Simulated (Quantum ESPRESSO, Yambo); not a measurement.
**Na$_{2}$PtH$_{6}$: DFT and GW levels**

```xyz
9
Lattice="0.0000 3.6293 3.6293 3.6293 0.0000 3.6293 3.6293 3.6293 0.0000" Properties=species:S:1:pos:R:3 pbc="T T T"
H      3.6293     3.6293     5.6215
H      3.6293     3.6293     1.6371
H      5.6215     3.6293     3.6293
H      1.6371     3.6293     3.6293
H      3.6293     5.6215     3.6293
H      3.6293     1.6371     3.6293
Na     5.4440     5.4440     5.4440
Na     1.8147     1.8147     1.8147
Pt     0.0000     0.0000     0.0000
```

The geometry is that of Materials Project entry mp-690785, symmetrised and not relaxed again.

Starting point: PBEsol (Quantum ESPRESSO, PseudoDojo norm-conserving, 88 Ry, scalar-relativistic). G0W0 in Yambo: 4×4×4 Γ-centred k mesh, bands 7 to 140 and a 7 Ry block in the screening, 140 bands in G with the Bruneval-Gonze terminator, plasmon pole fitted at 27.2 eV.

The PBEsol gap along the band path is 3.43 eV, the PBEsol gap between the mesh's edge points ((0, 0.25, -0.25) → X) is 3.47 eV and the G0W0 gap between the same points is 5.73 eV. The PBEsol smallest direct gap on the mesh (at X) comes out as 4.23 eV and the G0W0 direct gap at that point comes out as 6.58 eV.

```tsv
k point	band	E PBEsol (eV)	E QP (eV)	shift (eV)	Z
Γ	VB	-0.20	-1.65	-1.45	0.82
Γ	CB	5.83	6.68	0.85	0.85
L	VB	0.00	-1.42	-1.42	0.82
L	CB	5.76	6.82	1.06	0.83
(0, 0.25, -0.25)	VB	0.00	-1.41	-1.41	0.82
(0, 0.25, -0.25)	CB	5.44	6.38	0.94	0.84
X	VB	-0.76	-2.26	-1.50	0.82
X	CB	3.47	4.32	0.85	0.84
W	VB	-0.87	-2.30	-1.42	0.82
W	CB	4.63	5.48	0.85	0.83
```

Energies count from the PBEsol valence-band maximum.

Nearest settings tried, and what they do to the gap: 67 bands in W: -51 meV; 3 Ry block (65 vectors against 229): -205 meV. Not varied: bands in G, mesh. So the settings aren't converged at that level.

Spin-orbit coupling is left out, which matters for elements this heavy: edges can move by tenths of an eV.

The structure is a Materials Project entry; no match was found in the copy of COD used, and its stability was not checked.
